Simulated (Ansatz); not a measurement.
Space group Pm-3m (No. 221). a = 3.489 Å, b = 3.489 Å, c = 3.489 Å, α = 90.00°, β = 90.00°, γ = 90.00°
| atom | site | symmetry | x | y | z |
| --- | --- | --- | --- | --- | --- |
| Fe | 1a | m-3m | 0.0000 | 0.0000 | 0.0000 |
| Ni | 3c | 4/mm.m | 0.0000 | 0.5000 | 0.5000 |

Equation of state of this FeNi3 structure (not necessarily the ground state), with shape and atoms relaxed at each volume where symmetry leaves them free. It has no gap at any of these volumes. Computed with DFT PBEsol, scalar-relativistic, plane waves, PAW in Ansatz 0.2.0.

Plane waves to 420 eV, a k mesh through Γ of 12×12×12 on the computed 4-atom cell and Gaussian smearing (0.10 eV); collinear spin.

```json
{"V (Å³/atom)": "9.342", "E − E(largest V) (meV/atom)": "75.47", "P (GPa)": "39.20"}
{"V (Å³/atom)": "9.661", "E − E(largest V) (meV/atom)": "10.17", "P (GPa)": "26.77"}
{"V (Å³/atom)": "9.979", "E − E(largest V) (meV/atom)": "-32.35", "P (GPa)": "16.28"}
{"V (Å³/atom)": "10.298", "E − E(largest V) (meV/atom)": "-55.66", "P (GPa)": "7.45"}
{"V (Å³/atom)": "10.616", "E − E(largest V) (meV/atom)": "-62.83", "P (GPa)": "0.00"}
{"V (Å³/atom)": "10.935", "E − E(largest V) (meV/atom)": "-56.38", "P (GPa)": "-6.25"}
{"V (Å³/atom)": "11.253", "E − E(largest V) (meV/atom)": "-38.48", "P (GPa)": "-11.50"}
{"V (Å³/atom)": "11.678", "E − E(largest V) (meV/atom)": "0.00", "P (GPa)": "-17.15"}
```

Q: Fit a third-order Birch–Murnaghan equation to E(V).

A: V0 = 10.62 Å³/atom, B0 = 227 GPa, B0' = 4.7.

Only parallel moments were tried here.

Cost: 8 runs of about 5.2 core-minutes in all, on Arm Neoverse V2 (shared hosts).